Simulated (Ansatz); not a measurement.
Here is the system:

CdS:
```xyz
8
Lattice="4.1208 0.0000 0.0000 -2.0604 3.5687 0.0000 0.0000 0.0000 13.4366" Properties=species:S:1:pos:R:3 pbc="T T T"
Cd     0.0000     0.0000     0.0056
Cd     0.0000     0.0000     6.7239
Cd     2.0604     1.1896    10.0806
Cd     0.0000     2.3791     3.3623
S      0.0000     0.0000    10.9184
S      0.0000     0.0000     4.2001
S      2.0604     1.1896     7.5566
S      0.0000     2.3791     0.8383
```

This is the PBEsol-relaxed structure. Tensor components refer to the Cartesian frame of this cell.

Task: All from PBEsol (plane waves, PAW; program Ansatz), unless another level is named. Predict the Hill bulk and shear moduli.

Result: 61.3 and 17.5 GPa.

Task: And the piezoelectric stress constants (proper, relaxed ions, C/m²)?

Result: e15 = e24 = 0.16, e31 = e32 = 0.19, e33 = -0.36.

Space group P6_3mc. A made-up cell: these elements were put on the sites of a structure type. Its sites differ from those of the usual phase in this space group: another stacking or structure type. Symmetry was held in the PBEsol relaxation; its stability against distortions is not shown here. Signs of piezoelectric constants follow the polarity of the cell as given.

Potentials: the later of the program's two PAW sets.
